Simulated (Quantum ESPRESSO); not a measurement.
pw.x input (Quantum ESPRESSO 7.5; PBEsol, PseudoDojo standard norm-conserving files, scalar-relativistic):

```
&CONTROL
  calculation = 'scf'
  pseudo_dir = './pseudo'
  outdir = './out'
  tprnfor = .true.
  tstress = .true.
/
&SYSTEM
  ibrav = 0
  nat = 2
  ntyp = 2
  ecutwfc = 82.3
  ecutrho = 329.2
  occupations = 'smearing'
  smearing = 'fd'
  degauss = 0.002
  nbnd = 19
  assume_isolated = '2D'
/
&ELECTRONS
  conv_thr = 2e-10
/
ATOMIC_SPECIES
Ge 72.6300 Ge.upf
Te 127.6000 Te.upf
CELL_PARAMETERS angstrom
  3.878917710912   0.000000000000   0.000000000000
 -1.939458855456   3.359241276839   0.000000000000
  0.000000000000   0.000000000000  14.400000000000
ATOMIC_POSITIONS crystal
Ge   0.333333333000   0.666666667000   0.053900977600
Te  -0.000000000000   0.000000000333  -0.053900977600
K_POINTS automatic
12 12 1 0 0 0
```

End of the output:

```
     total energy              =    -387.60496238 Ry
     estimated scf accuracy    <       0.00000004 Ry
     total energy              =    -387.60496239 Ry
     estimated scf accuracy    <          2.4E-09 Ry
     total energy              =    -387.60496239 Ry
     estimated scf accuracy    <          2.3E-10 Ry
[...]
     the Fermi energy is    -4.4135 ev
!    total energy              =    -387.60496239 Ry
     estimated scf accuracy    <          1.1E-10 Ry
     smearing contrib. (-TS)   =      -0.00000000 Ry
     internal energy E=F+TS    =    -387.60496239 Ry
     The total energy is F=E-TS. E is the sum of the following terms:
     one-electron contribution =   -1352.50238569 Ry
     hartree contribution      =     676.10390112 Ry
     xc contribution           =     -91.69781166 Ry
     ewald contribution        =     380.49133383 Ry
     convergence has been achieved in  11 iterations
     Forces acting on atoms (cartesian axes, Ry/au):
     atom    1 type  1   force =     0.00000000    0.00000000    0.00086818
     atom    2 type  2   force =     0.00000000    0.00000000   -0.00086818
     Total force =     0.001228     Total SCF correction =     0.000116
```
In a gapped system the printed Fermi energy is only some level inside the gap.

Spin-orbit coupling is not included.

Geometry relaxed with PBEsol.
